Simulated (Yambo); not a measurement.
Material: Rb2NaScF6 (space group Fm-3m, No. 225); a = 6.187 Å, b = 6.187 Å, c = 6.187 Å, α = 60.00°, β = 60.00°, γ = 60.00° (10 atoms in the cell). The geometry is that of Materials Project entry mp-1113669, symmetrised and not relaxed again.

With PBEsol (Quantum ESPRESSO, PseudoDojo norm-conserving, 88 Ry, without SOC), the gap between the mesh's edge points (Γ → Γ) is 6.764 eV.

### Question
What does a G0W0 run in Yambo give for it (2×2×2 Γ-centred k mesh, bands 3 to 317 and a 8 Ry block in the screening, 317 bands in G with the Bruneval-Gonze terminator, plasmon pole fitted at 27.2 eV)?

### Answer
The correction is 3.525 eV, giving 10.289 eV, 1.5 times the PBEsol value.  Convergence of the G0W0 settings was not tested. The k mesh is coarse. 

The structure is a Materials Project entry; no match was found in the copy of COD used, and its stability was not checked.
